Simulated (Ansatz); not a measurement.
The following input was run with Ansatz 0.2.0.

```yaml
crystal:
  lattice:
    - [3.5488934283, 0.0, 0.0]
    - [0.0, 3.5488934283, 0.0]
    - [0.0, 0.0, 3.5488934283]
  atoms:
    - { symbol: Ni, position: [0.5, 0.0, 0.5], spin: 1.0 }
    - { symbol: Ni, position: [0.0, 0.5, 0.5], spin: 1.0 }
    - { symbol: Ni, position: [0.5, 0.5, 0.0], spin: 1.0 }
    - { symbol: Pt, position: [0.0, 0.0, 0.0], spin: 0.4 }
basis:
  ecutwfc: 500
kpoints:
  mp_grid: { grid: [12, 12, 12] }
hamiltonian:
  xc: r2scan
scf:
  occupations: { method: gaussian, width: 0.1 }
output:
  forces: true
  stress: true
  eigenvalues: true
  populations: true
magnetization:
  spin_polarized: true
```

Run as
```bash
ansatz run input.yaml --threads 1 --pin off --max-ram 2560MiB --backend cpu --events-out ev --progress --plain --runs-dir out
```

Method: DFT r2SCAN, scalar-relativistic, plane waves, PAW (Ansatz).

Part of what the program printed, abridged:

```
Pseudopotentials: kind: paw
Pseudopotential: Ni, paw, valence charge 18, recommended cutoff 500 eV (meta_gga)
Pseudopotential: Pt, paw, valence charge 18, recommended cutoff 500 eV (meta_gga)
Functional definition: r2SCAN
Crystal: 4 atoms, lattice volume = 44.697 Å³
Basis set: ecut = 500 eV, 1141 PW (Γ), exchange–correlation on 108×108×108 points (64 copies of the dense FFT grid, shifted against one another)
Bands: 46, of which v1, the nominal top of the filled ones, is band 36 counted from 1 (35 counted from 0)
Symmetry: 48 space group operations
Space group: Pm-3m (ITA 221), of the structure as read, at distance tolerance 3.5e-5 Å
Magnetic group: BNS 221.92 (UNI 1594), of the structure as read, at distance tolerance 3.5e-5 Å
k-points: 84 of 1728
Initial density: superposition of atomic densities (chi_scale 0.1, normalization cell)
Starting moments: Σ|m| = 3.4 μB on 4 of 4 sites
Initial wavefunctions: pseudopotential atomic-orbital guess
Functional: x = r2scan, c = r2scan; τ floored in thin density (d = 2e-4 eV/Å³)
SCF iter   1: F=—  HF=-30069.124355 eV  |F-HF|=—  |Δ(HF+E_count)|=         —  Δρ=5.22e-2 (↑3.59e-2 ↓5.22e-2) dr2=2.79e0  dr2_τ=3.81e-2  dr2_m=2.90e-1  M=3.333 μB ∫|m|=3.514 μB  β_m=1.00  ethr=3.10e-3  ⟨swp⟩=5.6  Hψ=25761  notcnv=0  defer=46
Mixer restart at iter 1: flushing history
spin=Collinear: Kerker preconditioning applied to the charge; magnetization (m = ρ↑ − ρ↓) channel mixes plain (no charge-response kernel on spin).
SCF iter   2: F=—  HF=-30070.008418 eV  |F-HF|=—  |Δ(HF+E_count)|=   8.84e-1  Δρ=3.42e-2 (↑2.74e-2 ↓3.42e-2) dr2=2.09e0  dr2_τ=8.99e-3  dr2_m=9.00e-3  M=3.134 μB ∫|m|=3.497 μB  β_m=1.00  ethr=3.10e-3  ⟨swp⟩=2.0  Hψ=10045  notcnv=0  defer=580  κ⁻¹=1.0e0(r=1)
SCF iter   3: F=—  HF=-30071.287220 eV  |F-HF|=—  |Δ(HF+E_count)|=    1.28e0  Δρ=2.74e-2 (↑2.22e-2 ↓2.74e-2) dr2=1.43e0  dr2_τ=4.89e-3  dr2_m=4.41e-3  M=3.048 μB ∫|m|=3.478 μB  β_m=1.00  ethr=2.91e-3  ⟨swp⟩=2.1  Hψ=8753  notcnv=0  defer=580  κ⁻¹=7.2e-2(r=2)
SCF iter   4: F=—  HF=-30072.852912 eV  |F-HF|=—  |Δ(HF+E_count)|=    1.57e0  Δρ=1.22e-2 (↑1.05e-2 ↓1.22e-2) dr2=2.27e-1  dr2_τ=1.51e-3  dr2_m=2.12e-3  M=2.817 μB ∫|m|=3.359 μB  β_m=1.00  ethr=1.98e-3  ⟨swp⟩=3.0  Hψ=15831  notcnv=0  defer=594  κ⁻¹=2.4e-3(r=3)
SCF iter   5: F=—  HF=-30072.866877 eV  |F-HF|=—  |Δ(HF+E_count)|=         —  Δρ=6.20e-3 (↑4.91e-3 ↓6.20e-3) dr2=3.23e-2  dr2_τ=3.42e-4  dr2_m=5.63e-3  M=2.776 μB ∫|m|=3.226 μB  β_m=1.00  ethr=3.16e-4  ⟨swp⟩=3.0  Hψ=16008  notcnv=0  defer=600
Mixer restart at iter 5: flushing history
SCF iter   6: F=—  HF=-30072.872520 eV  |F-HF|=—  |Δ(HF+E_count)|=   5.64e-3  Δρ=3.59e-3 (↑3.36e-3 ↓3.59e-3) dr2=1.82e-2  dr2_τ=1.79e-4  dr2_m=1.63e-4  M=2.769 μB ∫|m|=3.241 μB  β_m=1.00  ethr=4.49e-5  ⟨swp⟩=1.5  Hψ=7922  notcnv=0  defer=600  κ⁻¹=1.0e0(r=1)
SCF iter   7: F=—  HF=-30072.886416 eV  |F-HF|=—  |Δ(HF+E_count)|=   1.39e-2  Δρ=2.52e-3 (↑2.43e-3 ↓2.52e-3) dr2=7.34e-3  dr2_τ=8.61e-5  dr2_m=1.03e-5  M=2.766 μB ∫|m|=3.246 μB  β_m=1.00  ethr=2.52e-5  ⟨swp⟩=2.5  Hψ=11239  notcnv=0  defer=600  κ⁻¹=2.5e-1(r=2)
SCF iter   8: F=—  HF=-30072.894670 eV  |F-HF|=—  |Δ(HF+E_count)|=   8.25e-3  Δρ=1.51e-3 (↑1.51e-3 ↓1.48e-3) dr2=2.34e-3  dr2_τ=2.08e-5  dr2_m=1.08e-5  M=2.767 μB ∫|m|=3.245 μB  β_m=1.00  ethr=1.02e-5  ⟨swp⟩=2.1  Hψ=13006  notcnv=0  defer=600  κ⁻¹=1.1e-2(r=3)
SCF iter   9: F=—  HF=-30072.896581 eV  |F-HF|=—  |Δ(HF+E_count)|=   1.91e-3  Δρ=9.63e-4 (↑4.73e-4 ↓9.63e-4) dr2=4.63e-4  dr2_τ=4.42e-6  dr2_m=9.06e-5  M=2.773 μB ∫|m|=3.242 μB  β_m=1.00  ethr=3.25e-6  ⟨swp⟩=2.0  Hψ=12715  notcnv=0  defer=600  κ⁻¹=1.4e-3(r=4)
SCF iter  10: F=—  HF=-30072.896693 eV  |F-HF|=—  |Δ(HF+E_count)|=   1.13e-4  Δρ=4.10e-4 (↑2.73e-4 ↓4.10e-4) dr2=1.73e-4  dr2_τ=1.63e-6  dr2_m=5.67e-6  M=2.773 μB ∫|m|=3.246 μB  β_m=1.00  ethr=6.43e-7  ⟨swp⟩=2.0  Hψ=11647  notcnv=0  defer=600  κ⁻¹=1.1e-3(r=5)
SCF iter  11: F=—  HF=-30072.896745 eV  |F-HF|=—  |Δ(HF+E_count)|=   5.16e-5  Δρ=2.24e-4 (↑1.88e-4 ↓2.24e-4) dr2=4.31e-5  dr2_τ=6.29e-7  dr2_m=7.89e-7  M=2.772 μB ∫|m|=3.247 μB  β_m=1.00  ethr=2.40e-7  ⟨swp⟩=2.2  Hψ=11149  notcnv=0  defer=600  κ⁻¹=2.4e-4(r=6)
SCF iter  12: F=—  HF=-30072.896796 eV  |F-HF|=—  |Δ(HF+E_count)|=   5.12e-5  Δρ=1.68e-4 (↑1.03e-4 ↓1.68e-4) dr2=1.99e-5  dr2_τ=1.67e-7  dr2_m=1.31e-6  M=2.771 μB ∫|m|=3.247 μB  β_m=1.00  ethr=5.99e-8  ⟨swp⟩=2.0  Hψ=11480  notcnv=0  defer=600  κ⁻¹=6.8e-5(r=7)
SCF iter  13: F=—  HF=-30072.896801 eV  |F-HF|=—  |Δ(HF+E_count)|=   5.03e-6  Δρ=4.85e-5 (↑3.87e-5 ↓4.85e-5) dr2=8.78e-7  dr2_τ=2.13e-8  dr2_m=1.39e-7  M=2.770 μB ∫|m|=3.245 μB  β_m=1.00  ethr=2.77e-8  ⟨swp⟩=2.0  Hψ=12442  notcnv=0  defer=600  κ⁻¹=2.3e-5(r=8)
SCF iter  14: F=—  HF=-30072.896805 eV  |F-HF|=—  |Δ(HF+E_count)|=   3.68e-6  Δρ=4.03e-5 (↑2.64e-5 ↓4.03e-5) dr2=5.45e-7  dr2_τ=1.02e-8  dr2_m=7.98e-8  M=2.770 μB ∫|m|=3.245 μB  β_m=1.00  ethr=1.22e-9  ⟨swp⟩=2.0  Hψ=13646  notcnv=0  defer=600  κ⁻¹=1.2e-5(r=8)
SCF iter  15: F=—  HF=-30072.896809 eV  |F-HF|=—  |Δ(HF+E_count)|=   4.32e-6  Δρ=2.80e-5 (↑1.56e-5 ↓2.80e-5) dr2=3.91e-7  dr2_τ=4.80e-9  dr2_m=3.09e-8  M=2.771 μB ∫|m|=3.246 μB  β_m=1.00  ethr=7.57e-10  ⟨swp⟩=2.0  Hψ=13806  notcnv=0  defer=600  κ⁻¹=2.1e-6(r=8)
SCF iter  16: F=—  HF=-30072.896810 eV  |F-HF|=—  |Δ(HF+E_count)|=   1.01e-6  Δρ=1.17e-5 (↑8.29e-6 ↓1.17e-5) dr2=7.93e-8  dr2_τ=1.26e-9  dr2_m=6.19e-9  M=2.771 μB ∫|m|=3.246 μB  β_m=1.00  ethr=5.43e-10  ⟨swp⟩=2.0  Hψ=12875  notcnv=0  defer=600  κ⁻¹=3.9e-6(r=8)
SCF iter  17: F=-30072.896810 eV  HF=-30072.896810 eV  |F-HF|=1.83e-8  |Δ(HF+E_count)|=   2.49e-8  Δρ=5.06e-6 (↑5.06e-6 ↓3.84e-6) dr2=1.35e-8  dr2_τ=4.21e-10  dr2_m=2.67e-9  M=2.771 μB ∫|m|=3.247 μB  ethr=1.10e-10  ⟨swp⟩=9.1  Hψ=38883  notcnv=0
SCF 1 converged in 17 iterations: F = -30072.896810 eV  dr2 = 1.35e-8
this state was not tested for a lower state beside it, because the mixer in use, unlike msr1, does not test its closes by its own steps (another_mixer; see scf.mixing.algorithm and scf.lower_state_search)
SCF converged after 17 iterations
Magnetization: 2.7711 μB (37.3856 up, 34.6144 down)
Absolute magnetization: 3.2503 μB (∫|ρ↑−ρ↓|, with the PAW one-centre terms)
Spin contamination: 0.0657 ħ² per cell (⟨S²⟩ above its minimum at these occupations)
Per-site moments (μB) at R_I (Å): [(0.86473723, 1.03514672), (0.86473723, 1.03514672), (0.86473723, 1.03514672), (0.36948587, 1.03514672)]
Free energy (F): -30072.896810 eV
Harris-Foulkes:  -30072.896810 eV  (|F-HF|=1.83e-8)
Internal energy: -30072.872967 eV  (E = F + TS)
E sigma→0 (E₀):  -30072.884888 eV
Entropy (-TS):   -0.023843 eV (-5.961 meV/atom)
Fermi energy:    21.437492 eV
--- Per-component energies (eV) ---
  E_band       = -944.385220
  E_kinetic    = 1490.470305
  E_local      = -11525.285948  (includes V_loc(G=0)·N_el)
  E_nonlocal   = 2125.676007
  E_hartree    = 4796.437233
  E_xc         = -489.726917
  E_vxc        = -693.102737  (∫ρ·V_xc dr)
  E_paw        = -14414.509630  (= ΣΔE_a)
  E_vpaw       = -1982.782322  (= ΣTr[D̂ρ^β])
  E_aug_tail   = 0.000841  (compensation charges beyond the density's cutoff)
  E_vtau       = 47.759108  (kinetic-family band-sum trace: ∫τ·v_τ [+ j·A + Jᵃ·Aᵃ] dr)
  E_ewald      = -12054.803158
  E_core_change = -1.131700  (= ΣΔE_core)
  E_smearing   = -0.023843  (= −TS)
--- Forces (eV/Å), atoms counted from 1 ---
  atom   1  Ni     0.00000000     0.00000000     0.00000000
  atom   2  Ni     0.00000000     0.00000000     0.00000000
  atom   3  Ni     0.00000000     0.00000000     0.00000000
  atom   4  Pt     0.00000000     0.00000000     0.00000000
--- Stress (GPa, compression-positive) ---
       16.284664       0.000000       0.000000
        0.000000      16.284664       0.000000
        0.000000       0.000000      16.284664
  P = ⅓ Tr σ = 16.2847 GPa (162.847 kbar)
--- Band table (eV; the first three rows and the last of 168) ---
  k-point 0 ↑: bands = ["-86.4297", "-86.3995", "-86.3995", "-79.5532", "-45.3955", "-45.3955", "-45.3955", "-45.3397", "-45.3397", "-45.3397", "-45.2249", "-45.2249", "-45.2249", "-33.2246", "-33.2246", "-33.2246", "10.9843", "14.4650", "14.4650", "15.4086", "15.4086", "15.4086", "16.1656", "18.1380", "18.1380", "18.1380", "19.6063", "19.6063", "20.2586", "20.2725", "20.2725", "20.2725", "20.8194", "20.8194", "21.1877", "21.1877", "21.1877", "23.6723", "23.6723", "23.6723", "30.3142", "32.8059", "32.8059", "34.7746", "34.7746", "34.7746"]
  k-point 1 ↑: bands = ["-86.4292", "-86.3999", "-86.3995", "-79.5532", "-45.3942", "-45.3942", "-45.3936", "-45.3401", "-45.3401", "-45.3398", "-45.2269", "-45.2258", "-45.2258", "-33.2259", "-33.2247", "-33.2247", "11.0860", "14.5133", "14.5266", "15.4390", "15.4501", "15.4501", "16.1985", "18.0994", "18.1667", "18.1667", "19.5701", "19.6194", "20.1404", "20.1404", "20.2268", "20.2725", "20.7535", "20.7779", "20.9310", "20.9310", "21.1845", "23.2106", "24.0731", "24.0731", "30.5699", "32.6938", "33.1228", "34.7430", "34.7826", "34.7826"]
  k-point 2 ↑: bands = ["-86.4279", "-86.4012", "-86.3995", "-79.5532", "-45.3907", "-45.3907", "-45.3884", "-45.3412", "-45.3412", "-45.3401", "-45.2323", "-45.2281", "-45.2281", "-33.2295", "-33.2251", "-33.2251", "11.3850", "14.6507", "14.6952", "15.5269", "15.5736", "15.5736", "16.2941", "17.9888", "18.2521", "18.2521", "19.4646", "19.6573", "19.7138", "19.7138", "20.1262", "20.2728", "20.5119", "20.5119", "20.5585", "20.6698", "21.1760", "22.1447", "24.9666", "24.9666", "30.9441", "32.4018", "34.0718", "34.5550", "34.5550", "34.6723"]
  k-point 83 ↓: bands = ["-84.9662", "-84.9662", "-84.9662", "-79.2639", "-44.0236", "-43.9753", "-43.9753", "-43.9753", "-43.8464", "-43.8464", "-43.8464", "-43.8377", "-43.8377", "-32.8686", "-32.8686", "-32.8686", "14.8411", "14.8411", "14.8411", "16.1342", "18.0674", "18.0674", "19.1217", "19.1217", "19.1217", "19.2859", "19.2859", "19.2859", "20.3391", "20.7819", "20.7819", "20.7819", "21.4518", "21.4518", "21.4518", "21.7989", "21.7989", "21.7989", "22.0186", "22.0186", "27.2299", "29.1415", "29.1415", "29.1415", "41.3133", "41.3133"]
--- Löwdin populations: 4 sites ---
  site symbol q [e]    m [muB]
     0     Ni     17.6916     0.8333
     1     Ni     17.6916     0.8333
     2     Ni     17.6916     0.8333
     3     Pt     18.1219     0.4219
  spilling = 0.011158 (of n_electrons = 72.000000)
```

Self-consistency was reached.

The run took 2.9 min on 1 thread of Arm Neoverse N1, with other jobs on the host, peak memory 0.68 GiB.

The state reached may not be the lowest one. Spin-orbit coupling is left out, which matters for the bands of heavy elements.